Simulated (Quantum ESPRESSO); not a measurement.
```cif
data_Al2Se4Tl2
_chemical_formula_sum 'Al2 Se4 Tl2'
_space_group_name_H-M_alt 'P 1'
_space_group_IT_number 1
_cell_length_a 6.49955
_cell_length_b 6.49955
_cell_length_c 6.49955
_cell_angle_alpha 103.803
_cell_angle_beta 103.803
_cell_angle_gamma 121.522
loop_
_space_group_symop_operation_xyz
  'x, y, z'
loop_
_atom_site_label
_atom_site_type_symbol
_atom_site_fract_x
_atom_site_fract_y
_atom_site_fract_z
_atom_site_occupancy
Al1 Al 0.75000 0.25000 0.50000 1
Al2 Al 0.25000 0.75000 0.50000 1
Se1 Se 0.33851 0.83851 0.17703 1
Se2 Se 0.66149 0.16149 0.82297 1
Se3 Se 0.83851 0.66149 0.50000 1
Se4 Se 0.16149 0.33851 0.50000 1
Tl1 Tl 0.75000 0.75000 0.00000 1
Tl2 Tl 0.25000 0.25000 0.00000 1
```

Cell and atoms were relaxed with PBE+D3(BJ) from Materials Project entry mp-9579, within its symmetry.

Task: What does norm-conserving PBEsol (Quantum ESPRESSO, 86 Ry, scalar-relativistic) give for the electronic structure near the Fermi level?

Result: The PBEsol gap is 0.38 eV and nearly direct: the edges lie at Z and M, the smallest direct gap within 0.02 eV of it. Another valence extremum on the path lies within 0.02 eV, too close to call. Spin-orbit coupling is left out; with 6p states at a band edge it can lower the gap by many tenths of an eV, most of a small gap.

The structure is a Materials Project entry; no match was found in the copy of COD used, and its stability was not checked.
